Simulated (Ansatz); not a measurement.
Input and command of a calculation in Ansatz (plane waves; scalar-relativistic PAW potentials unless the input names others):

```yaml
crystal:
  lattice:
    - [0.0, 3.5018, 3.5018]
    - [3.5018, 0.0, 3.5018]
    - [3.5018, 3.5018, 0.0]
  atoms:
    - { symbol: K, position: [0.0, 0.0, 0.0] }
    - { symbol: I, position: [0.5, 0.5, 0.5] }
basis:
  ecutwfc: 420
kpoints:
  mp_grid: { grid: [6, 6, 6] }
hamiltonian:
  xc: pbe
  dispersion: d3bj
scf:
  occupations: { method: fixed }
  max_iter: 50
output:
  forces: true
  eigenvalues: true
  stress: true
```

```bash
ansatz run input.yaml --threads 1 --pin off --max-ram 2560MiB --backend cpu --events-out ev --progress --plain --runs-dir out
```

Abridged log:
```
Basis set: ecut = 420 eV, 1687 PW (Γ), exchange–correlation on 72×72×72 points (8 copies of the dense FFT grid, shifted against one another)
Bands: 17, of which v1, the nominal top of the filled ones, is band 13 counted from 1 (12 counted from 0)
Symmetry: 48 space group operations
k-points: 16 of 216
SCF iter   1: F=—  HF=-9054.146889 eV  |F-HF|=—  |Δ(HF+E_count)|=         —  Δρ=2.48e-4  dr2=5.06e-5  ethr=1.77e-3  ⟨swp⟩=5.2  Hψ=1259  notcnv=0  defer=29
SCF iter   2: F=—  HF=-9054.146156 eV  |F-HF|=—  |Δ(HF+E_count)|=   7.33e-4  Δρ=3.13e-4  dr2=1.63e-4  ethr=1.95e-7  ⟨swp⟩=3.2  Hψ=784  notcnv=0  defer=30
SCF iter   3: F=—  HF=-9054.146104 eV  |F-HF|=—  |Δ(HF+E_count)|=   5.20e-5  Δρ=1.59e-4  dr2=3.87e-5  ethr=1.95e-7  ⟨swp⟩=2.0  Hψ=480  notcnv=0  defer=30
SCF iter   4: F=—  HF=-9054.146100 eV  |F-HF|=—  |Δ(HF+E_count)|=   3.93e-6  Δρ=2.43e-5  dr2=7.22e-7  ethr=1.49e-7  ⟨swp⟩=2.0  Hψ=482  notcnv=0  defer=32
SCF iter   5: F=-9054.146101 eV  HF=-9054.146101 eV  |F-HF|=2.89e-8  |Δ(HF+E_count)|=   9.33e-7  Δρ=5.51e-6  dr2=3.20e-8  ethr=2.78e-9  ⟨swp⟩=2.1  Hψ=481  notcnv=0  defer=32
SCF iter   6: F=-9054.146101 eV  HF=-9054.146101 eV  |F-HF|=6.50e-9  |Δ(HF+E_count)|=   9.19e-9  Δρ=1.83e-6  dr2=5.95e-9  ethr=1.23e-10  ⟨swp⟩=8.5  Hψ=1696  notcnv=0
SCF 1 converged in 6 iterations: F = -9054.146101 eV  dr2 = 5.95e-9
SCF converged after 6 iterations
Free energy (F): -9054.146101 eV
Harris-Foulkes:  -9054.146101 eV  (|F-HF|=6.50e-9)
Internal energy: -9054.146101 eV  (E = F + TS)
E sigma→0 (E₀):  -9054.146101 eV
Fermi energy:    2.477979 eV
  E_disp       = -0.467193  (pairwise vdW)
--- Forces (eV/Å), atoms counted from 1 ---
  atom   1  K      0.00000000     0.00000000     0.00000000
  atom   2  I      0.00000000     0.00000000     0.00000000
--- Stress (GPa, compression-positive) ---
        0.008927       0.000000       0.000000
        0.000000       0.008927       0.000000
        0.000000       0.000000       0.008927
  P = ⅓ Tr σ = 0.0089 GPa (0.089 kbar)
```

One setting here is unusual or wrong in general: fixed occupations typed without regard to the gap (scf.occupations: {"method": "gaussian", "width": 0.02} → {"method": "fixed"}). For this cell it did little harm to the result: the run converged in 6 SCF iterations (reference: 6) with an energy at zero smearing within 0.01 meV/atom of the reference's, pressure 0.01 GPa, largest force 0.000 eV/Å, gap on the mesh 4.03 eV. A reference run from the same start on usual settings converged with pressure 0.01 GPa, largest force 0.000 eV/Å, gap on the mesh 4.03 eV.

The run took 0.77 s on 1 thread of AMD EPYC 9R45 96-Core Processor (Zen 5), with other jobs on the host, peak memory 0.37 GiB.